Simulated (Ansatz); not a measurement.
Mg3Au, a strained cell with displaced atoms

```xyz
8
Lattice="4.4806 -0.0658 0.0134 -2.2972 4.1391 0.0062 0.0244 0.0271 8.3477" Properties=species:S:1:pos:R:3 pbc="T T T"
Mg    0.2235    2.7992    4.8209
Mg    2.2465    1.3659    0.7817
Mg    0.0473    2.6278    7.6370
Mg    2.0572    1.3299    3.4679
Au   -2.2770    4.1285    2.0601
Au   -2.1437    4.1319    6.5314
Mg   -0.0399    2.6099    2.1669
Mg    2.2481    1.0498    6.3334
```

The numbers come from plane-wave PAW DFT (Ansatz): m-r2SCAN, no spin polarisation, 500 eV, 5×5×2 (shifted by 0.5, 0, 0 steps) k points, fermi-dirac occupations (width 0.1 eV). Nothing was relaxed.

Task: Is it stable against the elements?

Result: -0.02 eV an atom against the elements' usual phases (free molecules for gases, crystals otherwise, with no correction for O₂ or N₂), too near zero to call. Relaxing would lower it.

Task: Is there a gap?

Result: It is a metal, with about 3.2 states/eV a cell as the mean within 0.25 eV of the Fermi level.

Task: What does the stress say?

Result: The pressure is 7.6 GPa (compression positive), so with the atoms held at these fractions the cell would first expand; the forces are large, so a full relaxation may end otherwise. The principal stresses 1.8, 7.7, 13.1 GPa differ, so its shape would change too.

Task: What do density and ELF say about some of the short contacts?

Result: Au–Mg at 2.35 Å: least valence density 0.31 e/Å³ and ELF 0.10 there. Mg–Mg at 2.67 Å: least valence density 0.15 e/Å³ and ELF 0.29 there. Both are smooth PAW fields, read partly inside the augmentation spheres.

Origin: a strained cell with displaced atoms, so it need not be a known compound. Caveats: the k mesh is coarse if the cell is a metal; atoms or cell far from equilibrium; m-r2SCAN is r2SCAN with a changed spin dependence that lowers moments.
